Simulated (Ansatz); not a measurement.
Relaxed SrTiO3 (cubic perovskite):

```yaml
crystal:
  lattice:
    - [3.90753, 0.00000, 0.00000]
    - [0.00000, 3.90753, 0.00000]
    - [0.00000, 0.00000, 3.90753]
  atoms:
    - { symbol: Sr, position: [0.00000, 0.00000, 0.00000] }
    - { symbol: Ti, position: [0.50000, 0.50000, 0.50000] }
    - { symbol: O, position: [0.00000, 0.50000, 0.50000] }
    - { symbol: O, position: [0.50000, 0.50000, 0.00000] }
    - { symbol: O, position: [0.50000, 0.00000, 0.50000] }
```

These are r2SCAN (plane waves to 500 eV, PAW, scalar-relativistic; Ansatz, a first-principles code) values and carry that method's errors. k mesh 7×7×7 (Γ-centred), Fermi-Dirac smearing 0.05 eV. SrTiO3 is run without spin polarisation. SrTiO3 was relaxed with its symmetry unable to fall. The PAW data are Ansatz's earlier set.

One atom of the cell was then moved (with its periodic images), all else fixed, and the forces (eV/Å) came out as:

| atom | Fx | Fy | Fz |
|---|---|---|---|
| Sr1 | 3.582 | 3.582 | 3.582 |
| Ti2 | -1.754 | -1.754 | -1.754 |
| O3 | -0.369 | -0.730 | -0.730 |
| O4 | -0.730 | -0.730 | -0.369 |
| O5 | -0.730 | -0.369 | -0.730 |

### Question
Which atom was moved, and by which vector (Å)?

### Answer
Sr1, by (-0.38, -0.38, -0.38), 0.66 Å in all.

(For displaced atoms, the force is minus the slope of the energy, and its curvature is a force constant, which sets phonon frequencies.)
